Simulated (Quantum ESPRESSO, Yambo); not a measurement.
For CsO₂H₃ (space group Amm2, No. 38), Yambo gives the independent-particle static dielectric constant along x as 2.84 on LDA bands and 2.47 after a scissor of 2.63 eV widens every gap (8×8×8 mesh, 55 bands, 3 Ry local-field block, 0.2 eV broadening). Axes are Cartesian, with cell vectors (Å) (4.25, 0.00, 0.00), (0.00, 2.21, 4.02), (0.00, -2.21, 4.02).

Question: A scissor keeps the position matrix elements. In a one-oscillator model, how does ε − 1 scale, and what mean transition energy do the two values imply?

Answer: Each transition adds |r|²/E to ε − 1, so ε − 1 ∝ 1/(E0 + Δ). Then (2.47 − 1)/(2.84 − 1) = E0/(E0 + Δ) = 0.799, and E0 = Δ(ε' − 1)/(ε − ε') = 10.4 eV. The computed Im ε, weighted by 1/E up to 20 eV, has its mean at 10.8 eV; the smallest direct LDA gap is 4.10 eV. The scissor comes from a G0W0 run whose convergence isn't established. Convergence of the RPA response with its 8×8×8 mesh was not tested.

Bands from Quantum ESPRESSO.

Geometry of the Materials Project entry, not relaxed at this level; primitive cell a = 4.250 Å, b = 4.592 Å, c = 4.592 Å, α = 57.61°, β = 90.00°, γ = 90.00°.

The structure is a Materials Project entry; no match was found in the copy of COD used, and its stability was not checked.
